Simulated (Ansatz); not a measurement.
SnO$_{2}$:
```yaml
crystal:
  lattice:
    - [3.59276, 0.00000, 0.00000]
    - [0.00000, 3.59276, 0.00000]
    - [0.00000, 0.00000, 5.53192]
  atoms:
    - { symbol: Sn, position: [0.00000, 0.00000, 0.00000] }
    - { symbol: Sn, position: [0.50000, 0.50000, 0.50000] }
    - { symbol: O, position: [0.00000, 0.50000, 0.17682] }
    - { symbol: O, position: [0.00000, 0.50000, 0.67682] }
    - { symbol: O, position: [0.50000, 0.00000, 0.32318] }
    - { symbol: O, position: [0.50000, 0.00000, 0.82318] }
```

Relaxed with PBE. Special points in fractions of this cell's reciprocal vectors: Γ (0.000, 0.000, 0.000); X (0.000, 0.500, 0.000); M (0.500, 0.500, 0.000); Z (0.000, 0.000, 0.500); R (0.000, 0.500, 0.500); A (0.500, 0.500, 0.500).

Task: List the band energies nearest the valence-band maximum at these points for PBE with spin–orbit coupling (plane waves, PAW; program Ansatz).

Result: In eV from the valence-band maximum; about four levels below and three above (degenerate sets whole), none deeper than 8.9 eV; points with the same levels are listed once.

```tsv
k	below	above
Γ	-0.05 -0.05 -0.04 -0.04	0.79 0.79 4.01 4.01
X	-0.50 -0.50 -0.50 -0.50	4.31 4.31 4.31 4.31
M	0.00 0.00 0.00 0.00	5.54 5.54 5.54 5.54
Z	0.00 0.00 0.00 0.00	3.29 3.29 3.29 3.29
R	-1.16 -1.16 -1.16 -1.16	4.54 4.54 4.54 4.54
A	-0.37 -0.37 -0.37 -0.37	5.82 5.82 5.82 5.82
```

Space group P4_2/nmc. The cell is a constructed one: a structure type filled with these elements; neither database checked (COD, Materials Project) lists it. It is not the phase usual at ambient conditions (space group No. 136). The PBE relaxation kept the symmetry of its start; whether a distortion lowers the energy is not shown.

Potentials: the later of the program's two PAW sets.
